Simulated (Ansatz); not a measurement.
Question: Name crystals whose computed values (r²SCAN+D4 in the plane-wave PAW code Ansatz) fall in these windows: electron conductivity mass (mₑ) 0.32 to 0.41; gap (eV) 2.0 to 2.6.

Answer: 

| crystal | electron conductivity mass (mₑ) | gap (eV) |
|---|---|---|
| BiPbBrO2, I4mm (Bi on 2a, Pb on 2a, Br on 2a, O on 4b) | 0.35 | 2.20 |
| CdH2O2, P-3m1 (Cd on 1a, H on 2d, O on 2d) | 0.34 | 2.31 |
Others may fit too.

Standing as an ambient phase not checked: BiPbBrO2, I4mm (Bi on 2a, Pb on 2a, Br on 2a, O on 4b); CdH2O2, P-3m1 (Cd on 1a, H on 2d, O on 2d). All cells were relaxed under the symmetry of their starts (and spin orders); stability against distortions was not tested throughout. Scalar-relativistic: spin–orbit coupling is off unless named, which matters more the heavier the elements.

Potentials: the later of the program's two PAW sets.
